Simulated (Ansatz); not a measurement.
Ti$_{3}$Ga:
```cif
data_Ga2Ti6
_chemical_formula_sum 'Ti6 Ga2'
_space_group_name_H-M_alt 'P63/mmc'
_space_group_IT_number 194
_space_group_name_Hall '-P 6c 2c'
_cell_length_a 5.68477
_cell_length_b 5.68477
_cell_length_c 4.61932
_cell_angle_alpha 90.000
_cell_angle_beta 90.000
_cell_angle_gamma 120.000
loop_
_atom_site_label
_atom_site_type_symbol
_atom_site_symmetry_multiplicity
_atom_site_Wyckoff_symbol
_atom_site_fract_x
_atom_site_fract_y
_atom_site_fract_z
_atom_site_occupancy
Ti1 Ti 6 h 0.34126 0.17063 0.25000 1
Ga1 Ga 2 c 0.33333 0.66667 0.25000 1
```

Relaxed with r²SCAN.

Task: Which orbitals make up the states near the Fermi level in DFT-r²SCAN in the program Ansatz with PAW potentials?

Result: Within 0.5 eV of the Fermi level: Ti 3d 88 %, Ga 4p 5 %. Projections are on Löwdin-orthogonalised atomic valence shells; empty p or d shells of many metals are not among them.

Task: Tabulate the density of states.

Result: States/eV per cell of 8 atoms, in 0.25 eV bins, energy from the Fermi level.

| E (eV) | total | Ti 3d | Ga 4p | Ti 4s |
|---|---|---|---|---|
| -7.85 | 1.40 | 0.06 | 0.06 | 0.58 |
| -7.60 | 1.50 | 0.09 | 0.07 | 0.55 |
| -7.35 | 1.30 | 0.12 | 0.06 | 0.39 |
| -7.10 | 2.18 | 0.27 | 0.11 | 0.51 |
| -6.85 | 4.40 | 0.76 | 0.15 | 0.62 |
| -6.60 | 2.55 | 0.68 | 0.08 | 0.18 |
| -6.35 | 0.21 | 0.08 | 0.00 | 0.00 |
| -6.10 | 0.00 | 0.00 | 0.00 | 0.00 |
| -5.85 | 0.00 | 0.00 | 0.00 | 0.00 |
| -5.60 | 0.00 | 0.00 | 0.00 | 0.00 |
| -5.35 | 0.00 | 0.00 | 0.00 | 0.00 |
| -5.10 | 0.00 | 0.00 | 0.00 | 0.00 |
| -4.85 | 0.17 | 0.01 | 0.05 | 0.08 |
| -4.60 | 0.51 | 0.05 | 0.16 | 0.23 |
| -4.35 | 1.95 | 0.32 | 0.60 | 0.72 |
| -4.10 | 3.16 | 0.58 | 1.14 | 1.04 |
| -3.85 | 2.54 | 0.63 | 0.88 | 0.69 |
| -3.60 | 3.20 | 1.02 | 1.06 | 0.74 |
| -3.35 | 3.85 | 1.27 | 1.45 | 0.77 |
| -3.10 | 2.44 | 0.85 | 0.91 | 0.46 |
| -2.85 | 2.44 | 0.95 | 0.89 | 0.41 |
| -2.60 | 3.22 | 1.49 | 1.09 | 0.42 |
| -2.35 | 6.12 | 2.93 | 1.93 | 0.97 |
| -2.10 | 4.45 | 2.44 | 1.31 | 0.57 |
| -1.85 | 9.63 | 6.39 | 2.12 | 0.86 |
| -1.60 | 11.36 | 7.90 | 2.26 | 0.83 |
| -1.35 | 6.44 | 4.24 | 1.61 | 0.34 |
| -1.10 | 3.89 | 2.82 | 0.69 | 0.21 |
| -0.85 | 4.97 | 4.12 | 0.39 | 0.28 |
| -0.60 | 11.85 | 10.41 | 0.56 | 0.40 |
| -0.35 | 12.97 | 11.55 | 0.46 | 0.37 |
| -0.10 | 9.52 | 8.46 | 0.36 | 0.23 |
| 0.15 | 2.47 | 2.00 | 0.27 | 0.06 |
| 0.40 | 8.22 | 7.10 | 0.64 | 0.13 |
| 0.65 | 11.86 | 10.65 | 0.66 | 0.13 |
| 0.90 | 14.59 | 13.27 | 0.69 | 0.12 |
| 1.15 | 4.24 | 3.94 | 0.16 | 0.04 |
| 1.40 | 6.81 | 6.37 | 0.17 | 0.14 |
| 1.65 | 7.69 | 7.14 | 0.11 | 0.20 |
| 1.90 | 8.83 | 8.24 | 0.10 | 0.15 |
| 2.15 | 8.57 | 8.01 | 0.10 | 0.14 |
| 2.40 | 12.75 | 11.88 | 0.20 | 0.19 |
| 2.65 | 11.88 | 10.77 | 0.15 | 0.31 |
| 2.90 | 16.31 | 15.47 | 0.19 | 0.27 |

Space group P6_3/mmc. The first step of the workflow began from a Materials Project structure, measured or hypothetical; the Crystallography Open Database files this formula in space group No. 194, but the cells were not matched. Its standing as an ambient phase is unchecked. The cell was relaxed with r²SCAN under the symmetry of its start; whether a distortion lowers the energy is not shown. No spin polarisation was allowed. Scalar-relativistic: spin–orbit coupling is off unless named, which matters more the heavier the elements.

Potentials: the later of the program's two PAW sets.
